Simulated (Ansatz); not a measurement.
# Ta4C3 (Pm-3m), rigid cleavage

These are results of DFT r2SCAN, scalar-relativistic, plane waves, PAW (Ansatz 0.2.0), not measurements. The runs took a 500 eV cutoff, a Γ-centred 9×9×5 mesh and Gaussian smearing (0.15 eV). Spin–orbit coupling is left out, which can shift energies with elements as heavy as these. No spin polarisation. Energies are free energies at this smearing, counted from the undisturbed cell; pressure is positive in compression.

Reference structure (relaxed at this level; it needn't be the usual structure):

```
CELL_PARAMETERS angstrom
0.00000 -4.42479 0.00000
0.00000 0.00000 -4.42479
8.84959 0.00000 0.00000
ATOMIC_POSITIONS crystal
Ta 0.50000 0.50000 0.87500
Ta 0.50000 0.50000 0.37500
Ta 0.00000 0.50000 0.12500
Ta 0.00000 0.50000 0.62500
Ta 0.50000 0.00000 0.12500
Ta 0.50000 0.00000 0.62500
Ta 0.00000 0.00000 0.37500
Ta 0.00000 0.00000 0.87500
C 0.00000 0.00000 0.12500
C 0.00000 0.00000 0.62500
C 0.50000 0.00000 0.87500
C 0.50000 0.00000 0.37500
C 0.00000 0.50000 0.37500
C 0.00000 0.50000 0.87500
```

The cut lies on the cell's a–b face, a (1 0 0) plane (indices in the standard cell, whose axes needn't be the Cartesian ones shown) of area 19.58 Å², between layers 2.21 Å apart. Vector c is lengthened by d along the normal with the atoms' Cartesian places fixed: one unrelaxed cut a cell. The cell is metallic on the mesh throughout.

```csv
d (Å),energy (J/m²),traction dE/dd (GPa)
-0.30,1.48,-125.8
0.00,0.00,0.2
0.25,0.44,29.2
0.50,1.26,34.1
1.00,2.75,23.7
2.00,4.13,7.0
3.00,?,?
6.00,?,0.0
```

Give the withheld values.

energy (J/m²) at d (Å) = 3.00: 4.54; traction dE/dd (GPa) at d (Å) = 3.00: 2.1; energy (J/m²) at d (Å) = 6.00: 4.71.

Cost: 8 runs of about 10 core-minutes in all, on Oxide Virtual Turin-like Processor (Zen 5) (shared hosts).